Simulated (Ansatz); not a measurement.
# KBaLiZnF$_{6}$ (F-43m), zone-centre modes

Computed with DFT PBEsol, scalar-relativistic, plane waves, PAW in Ansatz. The runs took a 420 eV cutoff, a Γ-centred 6×6×6 mesh and Gaussian smearing (0.05 eV). No spin polarisation.

Zero of the scan (relaxed at this level; it needn't be the usual structure):

```
K Ba Li Zn F
1.0
     0.00000    4.01503    4.01503
     4.01503    0.00000    4.01503
     4.01503    4.01503    0.00000
K Ba Li Zn F
1 1 1 1 6
Direct
  0.00000 0.00000 0.00000
  0.50000 0.50000 0.50000
  0.75000 0.75000 0.75000
  0.25000 0.25000 0.25000
  0.50081 0.99919 0.99919
  0.99919 0.50081 0.99919
  0.99919 0.99919 0.50081
  0.50081 0.99919 0.50081
  0.50081 0.50081 0.99919
  0.99919 0.50081 0.50081
```

Harmonic modes by finite displacements of 0.02 Å, without the LO–TO term.

Problem. At this geometry, is the structure stable against these modes?

Solution. Yes: no mode is imaginary beyond 10 cm⁻¹, and only the three translations lie near zero.

Problem. List the wavenumbers in cm⁻¹.

Solution. 0, 0, 0, 35, 35, 35, 98, 98, 98, 130, 130, 130, 156, 156, 156, 208, 208, 208, 247, 247, 247, 273, 273, 362, 362, 362, 393, 393, 393, 472.

Cost: 1 run of about 3.2 core-minutes, on Arm Neoverse V2 (shared hosts).